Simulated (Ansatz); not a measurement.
Relaxed CsPbBr3 (cubic perovskite):

```yaml
crystal:
  lattice:
    - [6.00308, 0.00000, 0.00000]
    - [0.00000, 6.00308, 0.00000]
    - [0.00000, 0.00000, 6.00308]
  atoms:
    - { symbol: Cs, position: [0.00000, 0.00000, 0.00000] }
    - { symbol: Pb, position: [0.50000, 0.50000, 0.50000] }
    - { symbol: Br, position: [0.00000, 0.50000, 0.50000] }
    - { symbol: Br, position: [0.50000, 0.50000, 0.00000] }
    - { symbol: Br, position: [0.50000, 0.00000, 0.50000] }
```

Scan: atom 1 (Cs, nearest neighbour Br at 4.245 Å; its periodic images, 6.0 Å or more away, move with it) is displaced along Cartesian [111], direction (0.577, 0.577, 0.577) in Cartesian axes, by s. The other atoms stay.

The numbers are results of PBE (plane waves to 420 eV, PAW, scalar-relativistic; Ansatz, a quantum-chemistry and plane-wave program), not measurements. k mesh 5×5×5 (Γ-centred), Fermi-Dirac smearing 0.05 eV. F∥ is the force on the atom along that direction. CsPbBr3 was relaxed with its symmetry unable to fall. Spin-orbit coupling is left out, though Pb is heavy. This is a high-temperature form of CsPbBr3. 

```csv
s (Å),F∥ (eV/Å)
-0.850,0.364
-0.680,0.187
-0.510,0.082
-0.340,0.028
-0.170,0.006
0.000,0.000
0.170,-0.006
0.340,-0.028
0.510,-0.082
0.680,-0.187
0.850,-0.364
```

Q: What is the force constant k = d²E/ds² of this move at s = 0?

A: 0.02 eV/Å². The forces along the line at the two nearest points give (0.006 − (-0.006)) / (2·0.170) = 0.04 eV/Å²; the next pair corrects for the finite step.

(A displaced cell: forces are minus the slopes of the energy, force constants its curvatures, and phonons follow from these.)
